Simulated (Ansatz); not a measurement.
Consider the following.

AlPd3N:
```yaml
crystal:
  lattice:
    - [4.07673, 0.00000, 0.00000]
    - [0.00000, 4.07673, 0.00000]
    - [0.00000, 0.00000, 4.07673]
  atoms:
    - { symbol: Al, position: [0.00000, 0.00000, 0.00000] }
    - { symbol: Pd, position: [0.00000, 0.50000, 0.50000] }
    - { symbol: Pd, position: [0.50000, 0.00000, 0.50000] }
    - { symbol: Pd, position: [0.50000, 0.50000, 0.00000] }
    - { symbol: N, position: [0.50000, 0.50000, 0.50000] }
```

This is the PBEsol-relaxed structure.

**Question.** All from PBEsol (plane waves, PAW; program Ansatz), unless another level is named. Estimate the electronic character.

**Answer.** metallic (no gap).

**Question.** What about the density of states at the Fermi level?

**Answer.** 0.26 states/eV per atom (mean over ±0.08 eV).

**Question.** And the gap with spin–orbit coupling?

**Answer.** none (metallic).

Space group Pm-3m (anti-perovskite). The start of the workflow was typed in or built on a structure type; neither database checked (COD, Materials Project) lists it. Whether it is the stable phase at ambient conditions was not checked. Symmetry was held in the PBEsol relaxation. At this level the phase is dynamically unstable (imaginary phonons). No spin polarisation was allowed. Scalar-relativistic: spin–orbit coupling is off unless named, which matters more the heavier the elements.

Potentials: the later of the program's two PAW sets.
